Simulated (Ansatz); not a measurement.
A geometry of TiO2 away from equilibrium: the start of the relaxation of a generated cell, TiO2 placed in the 2H-MoS2 structure type. Level of theory: r2SCAN (plane waves to 500 eV, PAW, scalar-relativistic; Ansatz, a program for electronic structure). Γ-centred k-mesh 11×11×3 on the run's cell (coarser than for final values), Fermi–Dirac smearing 0.05 eV.

```xyz
6
Lattice="2.4970 0.0000 0.0000 -1.2485 2.1625 0.0000 0.0000 0.0000 9.7123" Properties=species:S:1:pos:R:3:forces:R:3 pbc="T T T" free_energy=-7283.597 pressure_GPa=81.3
Ti     0.0000     1.4416     2.4281    0.0000    0.0000    0.0000
Ti     1.2485     0.7208     7.2842    0.0000    0.0000    0.0000
O      0.0000     1.4416     6.0945    0.0000    0.0000   -0.2484
O      1.2485     0.7208     1.2383    0.0000    0.0000   -0.2484
O      1.2485     0.7208     3.6178    0.0000    0.0000    0.2484
O      0.0000     1.4416     8.4740    0.0000    0.0000    0.2484
```

Positions in Å, forces in eV/Å, free energy of the cell in eV (comparable only within this code, potentials and settings). Largest force: 0.25 eV/Å, on O3, O4, O5, O6 (atoms numbered as listed); the geometry lies 0.85 eV/atom above the end of its relaxation.

No spin polarisation in the result. No dispersion correction is included, so spacings between layers, chains or molecules are soft and tend to come out too large.

The run could not lower the symmetry of its start; a shaken copy of this end point relaxes with r2SCAN to Pmn2₁ (No. 31), 500 meV/atom lower.

The end of the path is a generated cell of TiO2: the first start was made by placing the elements on the sites of a structure type, and the end was not matched to a known phase here, so it may be hypothetical. Known forms of TiO2 include space group No. 61, 136, 141.
